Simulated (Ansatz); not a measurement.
Problem. Each is relaxed and computed with r²SCAN in the plane-wave PAW code Ansatz. Which is the only one with a gap?
(A) TiP, P6_3/mmc (Ti on 4f, P on 2a, P on 2d)
(B) AlRu2C, P6_3/mmc (Al on 2d, Ru on 4f, C on 2a)
(C) Nb2Si, P6_3/mmc (Si on 2c, Nb on 2a, Nb on 2d)
(D) CaO, P6_3/mmc (Ca on 2d, O on 2c)

Solution. D, CaO, P6_3/mmc (Ca on 2d, O on 2c). CaO: gap 3.63 eV (direct); Nb2Si: metal; TiP: metal; AlRu2C: metal. Constructed cells (a structure type filled with these elements, in neither database checked): Nb2Si, P6_3/mmc (Si on 2c, Nb on 2a, Nb on 2d). Built on a structure type that need not be the filed one of that space group: CaO, P6_3/mmc (Ca on 2d, O on 2c). Typed or built starts, not in the databases checked: AlRu2C, P6_3/mmc (Al on 2d, Ru on 4f, C on 2a). Not the usual ambient phase: CaO, P6_3/mmc (Ca on 2d, O on 2c). Standing as an ambient phase not checked: TiP, P6_3/mmc (Ti on 4f, P on 2a, P on 2d). All cells were relaxed under the symmetry of their starts (and spin orders); stability against distortions was not tested throughout. Rows with no word on spin ran without spin polarisation. Spin–orbit coupling is left out wherever it is not named.

Potentials: the later of the program's two PAW sets.
